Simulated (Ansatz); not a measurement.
PtS$_{2}$ (CdI2 type)

```yaml
crystal:
  lattice:
    - [3.55229, 0.00000, 0.00000]
    - [-1.77615, 3.07638, 0.00000]
    - [0.00000, 0.00000, 5.12797]
  atoms:
    - { symbol: Pt, position: [0.00000, 0.00000, 0.00000] }
    - { symbol: S, position: [0.33333, 0.66667, 0.23907] }
    - { symbol: S, position: [0.66667, 0.33333, 0.76093] }
```

In this cell atom 2 (S, nearest neighbour Pt at 2.389 Å; its periodic images, 3.6 Å or more away, move with it) is moved by s towards the nearest neighbour, unit vector (-0.743, 0.429, -0.513); all other atoms and the cell stay fixed.

Method: r2SCAN+rVV10 (plane waves to 500 eV, PAW, scalar-relativistic; Ansatz, a quantum-chemistry and plane-wave program). k mesh 9×9×5 (Γ-centred), Fermi-Dirac smearing 0.05 eV. The energy includes the smearing's −TS. As the smearing reaches across the gap at some points, energies and forces of such displacements shift with the k mesh and the smearing. PtS2 is run without spin polarisation. PtS2 was relaxed with its symmetry unable to fall. Spin-orbit coupling is left out, though Pt is heavy. ΔE is measured from the undisplaced structure. The last digit holds for this mesh only.

```json
[
 {"s (Å)": "-0.480", "ΔE (meV/cell)": "666.6"},
 {"s (Å)": "-0.384", "ΔE (meV/cell)": "479.9"},
 {"s (Å)": "-0.288", "ΔE (meV/cell)": "302.8"},
 {"s (Å)": "-0.192", "ΔE (meV/cell)": "withheld"},
 {"s (Å)": "-0.096", "ΔE (meV/cell)": "42.2"},
 {"s (Å)": "0.000", "ΔE (meV/cell)": "0.0"},
 {"s (Å)": "0.096", "ΔE (meV/cell)": "53.4"},
 {"s (Å)": "0.192", "ΔE (meV/cell)": "241.6"},
 {"s (Å)": "0.288", "ΔE (meV/cell)": "618.1"},
 {"s (Å)": "0.384", "ΔE (meV/cell)": "1258.0"},
 {"s (Å)": "0.480", "ΔE (meV/cell)": "2266.8"}
]
```

Fit a polynomial form (powers 2, 3, 4) to the given rows and predict ΔE at s = -0.192.

Least squares on the 10 given rows: ΔE = (5065)·s² + (7138)·s³ + (5644)·s⁴, in meV/cell with s in Å; root-mean-square residual 10.18 meV/cell. At -0.192 the fit gives 143.9 meV/cell; the calculation gives 150.7 meV/cell, so the interpolation is off by -6.8 (-4.5 %). The quadratic term alone would give 186.7 meV/cell.

(For displaced atoms, the force is minus the slope of the energy, and its curvature is a force constant, which sets phonon frequencies.)
